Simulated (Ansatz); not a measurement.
Input and command of a plane-wave DFT calculation in Ansatz:

```yaml
crystal:
  lattice:
    - [0.0, 2.4128820392, 2.4128820392]
    - [4.8257640783, 2.4128820392, 2.4128820392]
    - [4.8257640783, 4.8257640783, 0.0]
  atoms:
    - { symbol: W, position: [0.0, 1.0, 0.0], spin: 1.0 }
    - { symbol: O, position: [0.25, 0.25, 0.0] }
    - { symbol: W, position: [0.0, 1.0, 0.5], spin: -1.0 }
    - { symbol: O, position: [0.25, 0.25, 0.5] }
basis:
  ecutwfc: 420
kpoints:
  mp_grid: { grid: [10, 10, 5] }
hamiltonian:
  xc: pbe
  hubbard: { sites: [{ species: W, l: d, u_eff: 6.2 }] }
scf:
  occupations: { method: gaussian, width: 0.02 }
output:
  forces: true
  stress: true
  eigenvalues: true
  populations: true
magnetization:
  spin_polarized: true
```

```bash
ansatz run input.yaml --threads 1 --pin off --max-ram 2560MiB --backend cpu --events-out ev --progress --plain --runs-dir out
```

Processor: AMD EPYC 7R43 64-Core Processor (Zen 3), 1 thread, on a host shared with other jobs.

Question: How long does it run, and how much memory does it take?

Answer: About 3.1 min on 1 thread of AMD EPYC 7R43 64-Core Processor (Zen 3), on a shared host, peak memory 1.5 GiB. It solves 26 bands at 63 k points (the mesh reduced by the symmetry that the task leaves, which can be less than the crystal's) with about 1093 plane waves, in 18 SCF iterations.
